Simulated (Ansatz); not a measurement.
ZnSnN₂:
```xyz
4
Lattice="1.5837 0.9143 5.1502 -1.5837 0.9143 5.1502 0.0000 -1.8287 5.1502" Properties=species:S:1:pos:R:3 pbc="T T T"
Zn     0.0000     0.0000     0.0000
Sn     0.0000     0.0000     7.7253
N      0.0000     0.0000    11.6427
N      0.0000     0.0000     3.8078
```

r²SCAN in the plane-wave PAW code Ansatz gives a gap of 1.19 eV without spin–orbit coupling, maximum off the standard path, at k = (-0.010, 0.193, -0.203) in fractions of the reciprocal vectors, minimum at Γ.

**Question.** What happens when spin–orbit coupling is switched on?

**Answer.** The gap is nearly the same, to 1.19 eV; maximum on the Γ–S0 line, 58 % of the way from Γ, minimum at Γ.

**Question.** Give the electron effective mass with spin–orbit coupling.

**Answer.** 0.14 mₑ (isotropic).

**Question.** Give the hole effective mass with spin–orbit coupling.

**Answer.** 0.29, 0.84, 16 mₑ (principal values).

Space group R-3m. The start of the workflow was typed in or built on a structure type; neither database checked (COD, Materials Project) lists it. Whether it is the stable phase at ambient conditions was not checked. The r²SCAN relaxation kept the symmetry of its start; its stability against distortions is not shown here. Its formation energy is positive at this level, so the cell may be metastable or incomplete.

Potentials: the later of the program's two PAW sets.
